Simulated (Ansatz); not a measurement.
Recipe of this trial structure of Ge₄I: ordered vacancies on the anion sites of antifluorite (P4/mmm, No. 123) (occupants of the shared sites, in ratio, I: 1, vacant: 1). Its size is a rough estimate.

```yaml
crystal:
  lattice:
    - [4.49726, 0.00000, 0.00000]
    - [0.00000, 4.49726, 0.00000]
    - [0.00000, 0.00000, 6.36009]
  atoms:
    - { symbol: Ge, position: [0.50000, 0.00000, 0.25000] }
    - { symbol: Ge, position: [0.00000, 0.50000, 0.75000] }
    - { symbol: Ge, position: [0.50000, 0.00000, 0.75000] }
    - { symbol: Ge, position: [0.00000, 0.50000, 0.25000] }
    - { symbol: I, position: [0.00000, 0.00000, 0.00000] }
```

The calculation used DFT PBE, scalar-relativistic, plane waves, PAW (Ansatz). Cutoff 420 eV, Gaussian smearing, Γ-centred meshes. Cell and atoms relax first on a coarse mesh and then on a finer one. In between, the cell is made exact in the group found at 0.06 Å. In metals the finer mesh still leaves noise of several meV/atom or more. The steps can't lower the symmetry of their start. No spin polarisation.

A guess keeps its type if space group and coordination stay and the shape of the cell changes little (axis ratios within about 15 %, angles within 6°); the volume may change.

Question: Does it keep its structure type, or change into something else?

Answer: It doesn't keep its type. The symmetry stays P4/mmm (No. 123). The volume per atom shrinks by 5.0 %, from 25.7 to 24.4 Å³. The shortest distance goes from 2.75 Å (Ge–I) to 2.69 Å (Ge–Ge). The ratio c/a of the conventional cell changes by a factor of 1.57. Counting neighbours within 15 % of an atom's shortest distance, the start has Ge 2, I 8 and the end Ge 5, I 12. In detail, at the end around Ge lie 5 Ge at 2.69–2.74 Å and 2 I at 3.43 Å; I is surrounded by 8 Ge at 3.43 Å and 4 I at 3.80 Å.

```xyz
5
Lattice="3.8037 0.0000 0.0000 0.0000 3.8037 0.0000 0.0000 0.0000 8.4488" Properties=species:S:1:pos:R:3 pbc="T T T"
Ge    1.9019    0.0000    2.8526
Ge    0.0000    1.9019    5.5962
Ge    1.9019    0.0000    5.5962
Ge    0.0000    1.9019    2.8526
I     0.0000    0.0000    0.0000
```

The last run used a 10×10×6 mesh (in the run's order of axes) for its 5-atom cell and Gaussian smearing of 0.10 eV. These runs have no spin–orbit coupling, which can matter for I. Symmetry constrained the relaxation, so the result can be a saddle point.
